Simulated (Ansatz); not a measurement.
System: InP (zinc blende type), 2 atoms in the cell.

```
In P
1.0
     0.00000    2.98000    2.98000
     2.98000    0.00000    2.98000
     2.98000    2.98000    0.00000
In P
1 1
Cartesian
  0.0000 0.0000 0.0000
  1.4900 1.4900 1.4900
```

Level of theory: PBE with spin–orbit coupling, plane waves, PAW datasets (earlier set, tuned by hand) (Ansatz 0.2.0 development build).

Cutoff 710 eV; k-mesh 6×6×6 Γ-centred; Fermi–Dirac smearing of 0.02 eV.

Q: How large is the gap on this mesh, is it direct, and where do the band edges lie (fractions of the reciprocal vectors of this cell)?

A: 0.41 eV, direct at (0.000, 0.000, 0.000).

Q: List the levels near the gap at (0.000, 0.000, 0.000), (0.000, 0.000, -0.500), (0.000, 0.167, 0.333), (0.000, 0.333, 0.333), (0.000, 0.333, -0.500), in eV from the top of the valence band (v1 is the highest filled band, c1 the lowest empty one).

A: 
```csv
k,v4,v3,v2,v1,c1,c2,c3
"(0.000, 0.000, 0.000)",0.00,0.00,0.00,0.00,0.41,0.41,3.75
"(0.000, 0.000, -0.500)",-0.99,-0.99,-0.88,-0.88,1.35,1.35,4.67
"(0.000, 0.167, 0.333)",-1.49,-1.39,-1.25,-1.23,2.58,2.60,3.60
"(0.000, 0.333, 0.333)",-1.84,-1.84,-1.75,-1.75,2.08,2.08,2.77
"(0.000, 0.333, -0.500)",-2.67,-2.58,-1.94,-1.93,2.24,2.25,3.34
```

Semilocal functionals give gaps that mostly lie well below measured ones.
